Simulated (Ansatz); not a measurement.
# Computed energy against volume: C (graphite type, space group P6_3/mmc)

C (graphite type, space group P6_3/mmc)

```yaml
crystal:
  lattice:
    - [2.46500, 0.00000, 0.00000]
    - [-1.23250, 2.13475, 0.00000]
    - [0.00000, 0.00000, 6.73046]
  atoms:
    - { symbol: C, position: [0.00000, 0.00000, 0.25000] }
    - { symbol: C, position: [0.00000, 0.00000, 0.75000] }
    - { symbol: C, position: [0.33333, 0.66667, 0.25000] }
    - { symbol: C, position: [0.66667, 0.33333, 0.75000] }
```

This relaxed cell (volume V₀) is scaled evenly in all directions, its shape held. Symmetry pins the atoms to their sites.

Computed with PBE-D3(BJ) (plane waves to 420 eV, PAW, scalar-relativistic; Ansatz, an electronic-structure program). k mesh 15×15×5 (Γ-centred), Fermi-Dirac smearing 0.05 eV. The energy includes the smearing's −TS. Compression counts positive. With the shape held, the modulus is that of even scaling; a crystal free to change shape is softer. C was relaxed with its symmetry unable to fall. The zero of ΔE is the relaxed starting cell.

```
V/V₀   ΔE (meV/atom)  P (GPa)
-----  -------------  -------
0.840            271     68.0
0.872            165     51.3
0.904             88     36.0
0.936             37     22.2
0.968              9     10.2
1.000              0      0.0
1.032              8     -8.7
1.064             30    -16.1
1.096             64    -22.3
1.128            108    -27.7
1.160            162    -32.3
```

Summary:

The pressure at the smallest volume is 68.0 GPa, the energy cost of the largest compression comes out as 271 meV/atom and the energy cost of the largest expansion comes out as 162 meV/atom. The bulk modulus at fixed cell shape B₀ (third-order Birch-Murnaghan fit) is 291 GPa and the pressure derivative B₀′ (fit) comes out as 3.6. The equilibrium volume of the fit is 8.86 Å³/atom and the pressure for 5 % compression (fit) comes out as 16.4 GPa.

(Under strain, the slope of the energy per volume gives the stress and its curvature an elastic modulus.)
